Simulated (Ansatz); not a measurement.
The start is a generated trial cell of WC in the FeSi structure type. The cell and all atomic positions are relaxed at zero pressure with r2SCAN (plane waves to 500 eV, PAW, scalar-relativistic; Ansatz, a program for electronic structure). The first steps use a coarse 5×5×5 k-mesh.

Starting cell:
```
CELL_PARAMETERS angstrom
      4.41628     0.00000     0.00000
      0.00000     4.41628     0.00000
      0.00000     0.00000     4.41628
ATOMIC_POSITIONS crystal
  W  0.13652 0.13652 0.13652
  W  0.63652 0.36348 0.86348
  W  0.86348 0.63652 0.36348
  W  0.36348 0.86348 0.63652
  C  0.84240 0.84240 0.84240
  C  0.34240 0.65760 0.15760
  C  0.15760 0.34240 0.65760
  C  0.65760 0.15760 0.34240
```

* **Initial pressure**: -6 GPa (negative: the cell is under tension)
* **Outcome**: The space group stays P2₁3 (No. 198) (the run could not lower it); the end is AFLOW prototype AB_cP8_198_a_a (B20, as in FeSi), with 8 atoms in the primitive cell
* **Energy released**: 0.01 eV/atom
* **Volume change**: -2.2 %, from 10.77 to 10.53 Å³/atom
* **Shortest distances (start → end)**: The closest pairs of elements (up to four, under 3.6 Å), start → end: C–W 2.25 → 2.21 Å; W–W 2.71 → 2.69 Å; C–C 2.73 → 2.70 Å
* **Band gap at the end**: no gap (metallic)
* **Optimiser moves**: 8

Relaxed structure:

Space group P2₁3 (No. 198); a = b = c = 4.384 Å, α = β = γ = 90.00°

```
atom  site  symmetry       x       y       z
----  ----  --------  ------  ------  ------
W       4a       .3.  0.1396  0.1396  0.1396
C       4a       .3.  0.8485  0.8485  0.8485
```

Final values are on a 11×11×11 k-mesh of the relaxed cell. No spin polarisation in the result.

The run could not lose the symmetry of its start; a randomly shaken copy of 8 atoms returns to this structure.

The relaxed structure here is a generated cell of WC: the first start was made by placing the elements on the sites of a structure type, and the end was not matched to a known phase here, so it may be hypothetical. Known forms of WC include space group No. 187.
